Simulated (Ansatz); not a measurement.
Structure relaxation, Hf

The start is a generated cell, Hf built in the fcc structure type. The structure is fully relaxed (lattice and positions, P = 0) with r2SCAN (plane waves to 500 eV, PAW, scalar-relativistic; Ansatz, a program for electronic structure). The first steps use a coarse 12×12×12 k-mesh.

The start:
```yaml
crystal:
  lattice:
    - [0.00000, 2.23894, 2.23894]
    - [2.23894, 0.00000, 2.23894]
    - [2.23894, 2.23894, 0.00000]
  atoms:
    - { symbol: Hf, position: [0.00000, 0.00000, 0.00000] }
```

* **Outcome**: The space group stays Fm-3m (No. 225) (the run could not lower it); the end is fcc (Cu type), with 1 atom in the primitive cell
* **Energy released**: under 0.01 eV/atom
* **Shortest distances (start → end)**: The closest pairs of elements (up to four, under 3.6 Å), start → end: Hf–Hf 3.17 → 3.17 Å
* **Optimiser moves**: 4

It ends as:

Space group Fm-3m (No. 225); a = b = c = 4.478 Å, α = β = γ = 90.00°

```tsv
atom	site	symmetry	x	y	z
Hf	4a	m-3m	0.0000	0.0000	0.0000
```
(The calculation used a cell of 1 atom; values per cell refer to that cell.)

Final values are on a 18×18×18 k-mesh of the relaxed cell. No spin polarisation in the result.

The run could not lose the symmetry of its start, so the end can be a saddle point.

The relaxed structure here is a generated cell of Hf: the first start was made by placing the elements on the sites of a structure type, and the end was not matched to a known phase here, so it may be hypothetical. Known forms of Hf include space group No. 194.
